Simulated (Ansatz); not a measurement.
Nb3B4 (space group Immm)

```cif
data_B8Nb6
_chemical_formula_sum 'Nb6 B8'
_space_group_name_H-M_alt 'Immm'
_space_group_IT_number 71
_space_group_name_Hall '-I 2 2'
_cell_length_a 3.14400
_cell_length_b 3.30426
_cell_length_c 14.09293
_cell_angle_alpha 90.000
_cell_angle_beta 90.000
_cell_angle_gamma 90.000
loop_
_atom_site_label
_atom_site_type_symbol
_atom_site_symmetry_multiplicity
_atom_site_Wyckoff_symbol
_atom_site_fract_x
_atom_site_fract_y
_atom_site_fract_z
_atom_site_occupancy
Nb1 Nb 4 j 0.50000 0.00000 0.18494 1
Nb2 Nb 2 a 0.00000 0.00000 0.00000 1
B1 B 4 i 0.00000 0.00000 0.43580 1
B2 B 4 j 0.00000 0.50000 0.13233 1
```
(The calculation used a cell of 7 atoms; values per cell refer to that cell.)

The volume is varied about the relaxed value V₀ at fixed cell shape. The atoms relax within the cell's symmetry.

Level of theory: r2SCAN (plane waves to 500 eV, PAW, scalar-relativistic; Ansatz, a quantum-chemistry and plane-wave program). k mesh 15×15×15 (Γ-centred), Fermi-Dirac smearing 0.05 eV. The energy includes the smearing's −TS. With the shape held, the modulus is that of even scaling; a crystal free to change shape is softer. Nb3B4 is run without spin polarisation. Nb3B4 was relaxed with its symmetry unable to fall. ΔE is measured from the relaxed starting cell. The last digit holds for this mesh only.

```tsv
V (Å³/atom)	ΔE (meV/atom)
9.830	36.8
9.987	20.2
10.144	8.7
10.301	2.1
10.458	0.0
10.614	2.0
10.771	7.9
10.928	17.3
11.085	30.1
```

**Question.** What bulk modulus at fixed cell shape B₀ follows from a third-order Birch-Murnaghan fit?

**Answer.** 283 GPa.

**Question.** What is the fitted pressure derivative B₀′?

**Answer.** 4.0.

(A scan under strain: stresses follow from slopes of the energy per volume, elastic moduli from its curvatures.)
